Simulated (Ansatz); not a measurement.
Relaxed-ion elastic tensor of ZrN (rock salt, Fm-3m) in GPa (Voigt order), LDA (plane waves, PAW; program Ansatz); density 7.55 g/cm³, 11.58 Å³ per atom.

```json
[
 {"": "1", "1": "620", "2": "116", "3": "116", "4": "0.0", "5": "0.0", "6": "0.0"},
 {"": "2", "1": "116", "2": "620", "3": "116", "4": "0.0", "5": "0.0", "6": "0.0"},
 {"": "3", "1": "116", "2": "116", "3": "620", "4": "0.0", "5": "0.0", "6": "0.0"},
 {"": "4", "1": "0.0", "2": "0.0", "3": "0.0", "4": "129", "5": "0.0", "6": "0.0"},
 {"": "5", "1": "0.0", "2": "0.0", "3": "0.0", "4": "0.0", "5": "129", "6": "0.0"},
 {"": "6", "1": "0.0", "2": "0.0", "3": "0.0", "4": "0.0", "5": "0.0", "6": "129"}
]
```

Question: Is the crystal mechanically stable?

Answer: Yes: the smallest eigenvalue of C is 129 GPa.

Question: Work out the Voigt, Reuss and Hill averages.

Answer: K_V = 284, K_R = 284, K_H = 284; G_V = 178, G_R = 160, G_H = 169 GPa.

Question: Give Young's modulus, Poisson's ratio, Pugh's ratio and the universal anisotropy index.

Answer: E = 9KG/(3K + G) = 423 GPa; ν = 0.25; K/G = 1.68 (near the Pugh limit of 1.75, no verdict); A_U = 5G_V/G_R + K_V/K_R − 6 = 0.56.

Question: Estimate the sound speeds and the Debye temperature.

Answer: v_l = √((K + 4G/3)/ρ) = 8210 m/s, v_t = √(G/ρ) = 4730 m/s, mean 5250 m/s; Θ = (h/k)(3n/4πV)^(1/3) v_m = 691 K.

Question: Give the Zener ratio and Young's modulus along [100], [110] and [111].

Answer: A = 2C44/(C11 − C12) = 0.51; 1/E = S11 − 2(S11 − S12 − S44/2)Γ with Γ = 0, 1/4, 1/3 gives 583, 375, 335 GPa.

Question: Solve the Christoffel equation for the three sound speeds along [100], [110], [111].

Answer: Eigenvalues of C_ijkl n_j n_l equal ρv². In km/s, slowest first: [100] 4.13, 4.13, 9.06; [110] 4.13, 5.78, 8.11; [111] 5.29, 5.29, 7.77.

The cell was relaxed with LDA under the symmetry of its start; of distortions, only those at the zone centre were tested. The run is not spin-polarised. With an odd number of electrons in the cell and no spin polarisation, the count alone makes it a metal. As this level gives no gap, shear constants depend on the k-mesh and smearing (Fermi–Dirac, 0.1 eV here).

Potentials: the later of the program's two PAW sets.
